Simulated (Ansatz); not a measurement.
GaAs in space group P4/mmm (No. 123; Ga on 1b, As on 1a) under volume change, PBEsol in the plane-wave PAW code Ansatz, shape and atoms relaxed at each volume.

```
V (Å³/atom)  E − E(relaxed) (meV/atom)  P (GPa)
-----------  -------------------------  -------
17.475                             [?]      [?]
18.051                            17.9     5.25
18.627                             4.2     2.42
19.203                             0.0     0.00
19.780                             3.8    -2.03
20.356                            14.2    -3.73
20.932                             [?]      [?]
```

Q: Fill in the missing entries.

A: 
- 17.475, E − E(relaxed) (meV/atom): 42.7
- 17.475, P (GPa): 8.62
- 20.932, E − E(relaxed) (meV/atom): 30.3
- 20.932, P (GPa): -5.20

Q: What does a third-order Birch–Murnaghan fit give for V₀, B₀ and B′?

A: V₀ = 19.21 Å³/atom, B₀ = 73.5 GPa, B′ = 4.6.

The workflow started from a Materials Project entry (that database holds measured and hypothetical structures alike); the Crystallography Open Database copy checked does not list it. It is not the phase usual at ambient conditions (space group No. 216). The PBEsol relaxation kept the symmetry of its start; its stability against distortions is not shown here.

Potentials: the later of the program's two PAW sets.
